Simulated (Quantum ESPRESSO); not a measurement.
```xyz
6
Lattice="3.7963 0.0000 0.0000 0.0000 5.4625 0.0000 0.0000 0.0000 19.5000" Properties=species:S:1:pos:R:3 pbc="T T T"
Cl     0.0000     0.0227    -2.6242
Cl     1.8981     2.7540     2.6242
Ga     0.0000     4.1876    -0.9046
Ga     1.8981     1.4563     0.9046
Se     0.0000     5.4043     1.1944
Se     1.8981     2.6731    -1.1944
```

The layer was cut from Materials Project entry mp-1120728 and relaxed with PBEsol in a cell 19.5 Å high, with the Coulomb interaction truncated along z.

**Question.** What does PBEsol (pw.x of Quantum ESPRESSO, ONCV potentials, no spin-orbit coupling) give for the electronic structure near the Fermi level?

**Answer.** The PBEsol gap is direct, 2.79 eV at Γ. The valence-band maximum lies 7.23 eV below the vacuum level. Spin-orbit splittings are left out.

This is a model layer cut from the bulk structure; whether it is stable on its own was not checked.

Letters of k points follow the standard setting of the lattice, whose axes may be ordered differently from the printed cell.
